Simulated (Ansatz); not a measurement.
BaFeO3:
```
CELL_PARAMETERS angstrom
      3.93928     0.00000     0.00000
      0.00000     3.93928     0.00000
      0.00000     0.00000     3.93928
ATOMIC_POSITIONS crystal
  Fe 0.50000 0.50000 0.50000
  O  0.50000 0.50000 0.00000
  O  0.00000 0.50000 0.50000
  O  0.50000 0.00000 0.50000
  Ba 0.00000 0.00000 0.00000
```
The run is spin-polarised; directions of the spins, atom by atom: ↑ 0 0 0 0.

Relaxed with r²SCAN.

**Question.** Tabulate the valence density and the electron localisation function along the shortest O–Ba contact (2.79 Å), r²SCAN (plane waves, PAW; program Ansatz).

**Answer.** 

```tsv
distance from O (Å)	density (e/Å³)	ELF
0.28	6.25	0.60
0.42	4.33	0.78
0.56	2.42	0.84
0.70	1.23	0.84
0.84	0.66	0.76
0.97	0.36	0.53
1.11	0.23	0.20
1.25	0.18	0.08
1.39	0.21	0.12
1.53	0.32	0.40
1.67	0.53	0.73
1.81	0.85	0.86
1.95	1.20	0.88
2.09	1.41	0.83
2.23	1.32	0.63
2.37	0.96	0.23
2.51	0.54	0.01
```

The density is the valence pseudo-density with augmentation charge, so density and ELF within about 1 Å of a nucleus are not all-electron values.

Space group Pm-3m (cubic perovskite). The workflow started from an entry of the Crystallography Open Database (COD), which files this formula under 2 space groups. Whether it is the stable phase at ambient conditions was not checked. The r²SCAN relaxation kept the symmetry of its start; whether a distortion lowers the energy is not shown. Magnetic state: ferromagnetic, chosen from 4 collinear starts compared on coarse meshes (ties went to the first, and starts can fall back to one state), not a proven ground state. Other orbital occupations within this spin state were not tried. No Hubbard U is applied. Spin–orbit coupling is left out wherever it is not named.

Potentials: the later of the program's two PAW sets.
